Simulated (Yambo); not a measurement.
Yambo run on CaHI (space group P4/nmm, No. 129). The wavefunctions come from this Quantum ESPRESSO step (PBEsol, PseudoDojo standard norm-conserving files, fully relativistic):

```
&CONTROL
  calculation = 'nscf'
  pseudo_dir = './pseudo'
  outdir = './out'
/
&SYSTEM
  ibrav = 0
  nat = 6
  ntyp = 3
  ecutwfc = 72.0
  ecutrho = 288.0
  occupations = 'fixed'
  force_symmorphic = .true.
  nbnd = 311
  noncolin = .true.
  lspinorb = .true.
/
&ELECTRONS
  conv_thr = 6.000000000000001e-09
  diago_full_acc = .true.
  diago_thr_init = 1e-08
/
ATOMIC_SPECIES
H 1.0080 H.upf
Ca 40.0780 Ca.upf
I 126.9045 I.upf
CELL_PARAMETERS angstrom
  3.979724238000   0.000000000000   0.000000000000
  0.000000000000   3.979724238000   0.000000000000
  0.000000000000   0.000000000000   8.590857640000
ATOMIC_POSITIONS crystal
H   0.500000000000   0.500000000000   0.000000000000
H   0.000000000000   0.000000000000   0.000000000000
Ca   0.000000000000   0.500000000000   0.138267001900
Ca   0.500000000000   0.000000000000   0.861732998100
I   0.000000000000   0.500000000000   0.679741027400
I   0.500000000000   0.000000000000   0.320258972600
K_POINTS automatic
4 4 1 0 0 0
```

Yambo input:

```
rim_cut
gw0
dyson
el_el_corr
HF_and_locXC
ppa
em1d
RandQpts= 1000000
RandGvec= 1 Ry
EXXRLvcs= 72 Ry
VXCRLvcs= 288 Ry
Chimod= "HARTREE"
% BndsRnXp
 1 | 310 |
%
NGsBlkXp= 6 Ry
% LongDrXp
 1.0 | 1.0 | 1.0 |
%
PPAPntXp= 27.2114 eV
% GbndRnge
 1 | 310 |
%
GTermKind= "BG"
DysSolver= "n"
ExtendOut
% QPkrange
 1 | 1 | 34 | 38 |
 3 | 3 | 36 | 37 |
 6 | 6 | 36 | 37 |
%
```

k points by index: 1 = Γ, 3 = X, 6 = M.

The o-*.qp file then holds:

```
#    K-point    Band    Eo [eV]    E [eV]    E-Eo [eV]    Vxc [eV]    Vnlxc [eV]    Sc|Eo [eV]    Sc|E [eV]    dSc/dw|Eo [eV]    Re(Z)    Im(Z)
#
    1    34    -0.380708    -1.337084    -0.956376    -11.20288    -13.93054    1.544142    1.771279    -6.461932    0.808097    -0.001429
    1    35    0.000000    -0.900189    -0.900189    -11.47260    -14.01168    1.427202    1.638893    -6.398393    0.809625    -0.001392
    1    36    0.000000    -0.900183    -0.900183    -11.47260    -14.01168    1.427209    1.638898    -6.398386    0.809625    -0.001392
    1    37    3.501976    4.632918    1.130942    -11.48047    -6.001727    -4.096666    -4.347802    -6.041791    0.818307    -0.001320
    1    38    3.501976    4.632969    1.130992    -11.48047    -6.001727    -4.096607    -4.347752    -6.041729    0.818309    -0.001320
    3    36    -0.127953    -1.017984    -0.890031    -11.40336    -13.97546    1.469291    1.682068    -6.504581    0.807075    -0.001431
    3    37    3.796488    4.927481    1.130993    -11.11051    -5.530806    -4.195659    -4.448714    -6.087605    0.817181    -0.001348
    6    36    -1.325814    -2.267718    -0.941904    -10.71782    -13.61344    1.718108    1.953718    -6.804715    0.799945    -0.002997
    6    37    3.130723    3.805999    0.675276    -9.296840    -4.736297    -3.741670    -3.885267    -5.785334    0.824667    -0.001308
```
(The two width columns are left out.) Convergence of these settings isn't established.

Geometry relaxed with PBE+D3(BJ).
